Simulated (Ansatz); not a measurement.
Sr (hcp (Mg type), P6_3/mmc) under volume change, plane-wave PAW PBEsol (Ansatz code), shape and atoms relaxed at each volume.

| V (Å³/atom) | E − E(relaxed) (meV/atom) | P (GPa) |
|---|---|---|
| 47.664 | 17.9 | 1.30 |
| 49.235 | 7.6 | 0.81 |
| 50.806 | 1.8 | 0.38 |
| 52.378 | 0.0 | 0.00 |
| 53.949 | 1.7 | -0.33 |
| 55.520 | 6.5 | -0.64 |
| 57.092 | 14.0 | -0.90 |

### Question
What does a third-order Birch–Murnaghan fit give for V₀, B₀ and B′?

### Answer
V₀ = 52.38 Å³/atom, B₀ = 11.9 GPa, B′ = 3.0.

The first step of the workflow began from a Materials Project structure, measured or hypothetical; the Crystallography Open Database files this formula in space group No. 194, but the cells were not matched. It is not the phase usual at ambient conditions (space group No. 225). The cell was relaxed with PBEsol under the symmetry of its start; of distortions, only those at the zone centre were tested.

Potentials: the later of the program's two PAW sets.
